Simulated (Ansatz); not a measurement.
VPt2 in space group Immm (No. 71; V on 2a, Pt on 4i) at seven volumes, the program Ansatz at the LDA level (PAW), shape and atoms relaxed at each. One row is withheld.

```tsv
V (Å³/atom)	P (GPa)
12.637	35.14
13.053	21.30
13.470	?
13.886	0.00
14.303	-8.11
14.720	-14.88
15.136	-20.49
```

Problem. Fit the shown pressures and predict the withheld one.

Solution. P = (3/2)B₀(x^(7/2) − x^(5/2))[1 + (3/4)(B′ − 4)(x − 1)] with x = (V₀/V)^(2/3). Least squares on the six rows gives V₀ = 13.886 Å³/atom, B₀ = 295 GPa, B′ = 4.98. At V = 13.470, x = 1.0205 and P = 9.68 GPa. The run itself gave 9.71 GPa.

The workflow started from a Materials Project entry (that database holds measured and hypothetical structures alike); the Crystallography Open Database files this formula in space group No. 71, but the cells were not matched. Whether it is the stable phase at ambient conditions was not checked. The LDA relaxation kept the symmetry of its start; its stability against distortions is not shown here. No spin polarisation was allowed. Scalar-relativistic: spin–orbit coupling is off unless named, which matters more the heavier the elements.

Potentials: the later of the program's two PAW sets.
